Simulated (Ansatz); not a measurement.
As (A7 type, space group R-3m)

```
CELL_PARAMETERS angstrom
      1.89202     1.09236     3.36884
     -1.89202     1.09236     3.36884
      0.00000    -2.18472     3.36884
ATOMIC_POSITIONS crystal
  As 0.23031 0.23031 0.23031
  As 0.76969 0.76969 0.76969
```

The volume is varied about the relaxed value V₀ at fixed cell shape. The atoms relax within the cell's symmetry.

Method: PBE-D3(BJ) (plane waves to 420 eV, PAW, scalar-relativistic; Ansatz, a first-principles code). k mesh 11×11×11 (Γ-centred), Fermi-Dirac smearing 0.05 eV. E stands for the smeared free energy. Compression counts positive. With the shape held, the modulus is that of even scaling; a crystal free to change shape is softer. As was relaxed with its symmetry unable to fall. The PAW data are Ansatz's earlier set. The zero of ΔE is the relaxed starting cell. The last digit holds for this mesh only.

```json
[
 {"V (Å³/atom)": "18.799", "ΔE (meV/atom)": "withheld"},
 {"V (Å³/atom)": "19.321", "ΔE (meV/atom)": "25.6"},
 {"V (Å³/atom)": "19.843", "ΔE (meV/atom)": "11.0"},
 {"V (Å³/atom)": "20.366", "ΔE (meV/atom)": "2.7"},
 {"V (Å³/atom)": "20.888", "ΔE (meV/atom)": "0.0"},
 {"V (Å³/atom)": "21.410", "ΔE (meV/atom)": "2.5"},
 {"V (Å³/atom)": "21.932", "ΔE (meV/atom)": "9.5"},
 {"V (Å³/atom)": "22.454", "ΔE (meV/atom)": "20.6"},
 {"V (Å³/atom)": "22.977", "ΔE (meV/atom)": "35.1"}
]
```

### Question
Fit a third-order Birch-Murnaghan form (E₀, V₀, B₀, B₀′ free) to the given rows and predict ΔE at V = 18.799.

### Answer
Least squares on the 8 given rows: ΔE = E₀ + (9V₀B₀/16)·y²·[2 + (B₀′ − 4)y], y = (V₀/V)^(2/3) − 1, with V₀ = 20.885 Å³/atom, B₀ = 62.13 GPa (160.2 GPa = 1 eV/Å³; the term in eV is multiplied by 1000), B₀′ = 3.58, E₀ = 0.06 meV/atom; root-mean-square residual 0.05 meV/atom. At 18.799 the fit gives 47.4 meV/atom; the calculation gives 47.4 meV/atom, the same to the digits shown. For the pressure the fit gives 7.9 GPa against the computed 7.9 GPa.

(Under strain, the slope of the energy per volume gives the stress and its curvature an elastic modulus.)
